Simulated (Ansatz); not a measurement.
CaO (rock salt)

```yaml
crystal:
  lattice:
    - [0.00000, 4.79484, 4.79484]
    - [2.39742, 2.39742, 4.79484]
    - [2.39742, 2.39742, 0.00000]
  atoms:
    - { symbol: Ca, position: [0.00000, 0.00000, 0.00000] }
    - { symbol: Ca, position: [0.50000, 0.00000, 0.00000] }
    - { symbol: O, position: [0.00000, 0.50000, 0.50000] }
    - { symbol: O, position: [0.50000, 0.50000, 0.50000] }
```

The atoms are displaced by Q × the pattern below (from a DFPT mode at X = (0.5, 0.5, 0.0), largest move 1; Q in Å), at fixed cell. (q is in reciprocal vectors of the primitive cell; the cell shown is doubled to hold the pattern.)

```
atom      x      y       z
----  -----  -----  ------
Ca1   0.000  0.000   0.196
Ca2   0.000  0.000  -0.196
O3    0.000  0.000   1.000
O4    0.000  0.000  -1.000
```

All values below come from r2SCAN (plane waves to 500 eV, PAW, scalar-relativistic; Ansatz, a quantum-chemistry and plane-wave program). k mesh 12×12×12 (Γ-centred), Fermi-Dirac smearing 0.05 eV. Energies are smeared free energies. CaO was relaxed with its symmetry unable to fall. ΔE is measured from the undisplaced structure.

| Q (Å) | ΔE (meV/cell) |
|---|---|
| -0.2800 | 820 |
| -0.2333 | 565 |
| -0.1867 | 360 |
| -0.1400 | 201 |
| -0.0933 | withheld |
| -0.0467 | 22 |
| 0.0000 | 0 |
| 0.0467 | 22 |
| 0.0933 | withheld |
| 0.1400 | 201 |
| 0.1867 | 360 |
| 0.2333 | 565 |
| 0.2800 | 820 |

Q: Fit an even polynomial form (powers 2, 4) to the given rows and predict ΔE at Q = -0.0933.

A: Least squares on the 11 given rows: ΔE = (10210)·Q² + (3224)·Q⁴, in meV/cell with Q in Å; root-mean-square residual 0.3 meV/cell. At -0.0933 the fit gives 89 meV/cell; the calculation gives 89 meV/cell, the same to the digits shown. The quadratic term alone would give 89 meV/cell.

(For displaced atoms, the force is minus the slope of the energy, and its curvature is a force constant, which sets phonon frequencies.)
